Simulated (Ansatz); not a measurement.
# Structure relaxation, ZnInGaO₄

The start is a relaxed ZnInGaO4 cell with every coordinate shifted by Gaussian noise of σ = 0.2 Å. The structure is fully relaxed (lattice and positions, P = 0) with PBE (plane waves to 420 eV, PAW, scalar-relativistic; Ansatz, a first-principles code). First-step values are on the input's coarse k-mesh.

Ansatz input (later rounds restart from its end on a renewed k-mesh):
Ansatz 0.2 input:
```yaml
crystal:
  lattice:
    - [1.6779612961, 0.968771406, 8.7048148439]
    - [-1.6779612961, 0.968771406, 8.7048148439]
    - [0, -1.937542812, 8.7048148439]
  atoms:
    - { symbol: In, position: [1.0952761925, 1.0233564373, 0.8689603] }
    - { symbol: Ga, position: [0.1057688853, 0.3785879306, 0.1357175647] }
    - { symbol: Zn, position: [0.8331196485, 0.8550005375, 0.6686105198] }
    - { symbol: O, position: [0.0782046532, 0.1562564365, 0.2264250063] }
    - { symbol: O, position: [0.9255321429, 0.9074157974, 0.8227403745] }
    - { symbol: O, position: [0.263102114, 0.3776110443, 0.2184128164] }
    - { symbol: O, position: [0.7238059552, 0.7402398459, 0.6513620887] }
basis: { ecutwfc: 420, ecutrho_ratio: 4, xc_grid: 2, fft_grid_basis: typed }
kpoints: { mp_grid: { grid: [8, 8, 8] } }
hamiltonian:
  xc: pbe
  dispersion: none
  pseudopotentials: { azcp: { folder: ./paw }, kind: paw }
scf: { occupations: { method: fermi_dirac, width: 0.05 } }
relax: { f_tol: 0.01, max_steps: 100, cell: { stress_tol: 0.02 } }
output: { forces: true, stress: true }
```

```json
{
 "initial_pressure": "+34.9 GPa (positive: the cell is compressed)",
 "Shortest distances (start → end)": "The closest pairs of elements (up to four, under 3.6 Å), start → end: Ga–O 1.48 → 1.94 Å; O–Zn 1.66 → 2.00 Å; In–O 2.04 → 2.22 Å; O–O 2.30 → 2.77 Å",
 "band_gap_at_the_end": "1.12 eV, direct at Γ (no spin-orbit coupling)",
 "optimiser_moves": "8"
}
```

Final values are on a 11×11×11 k-mesh of the relaxed cell. No spin polarisation in the result.
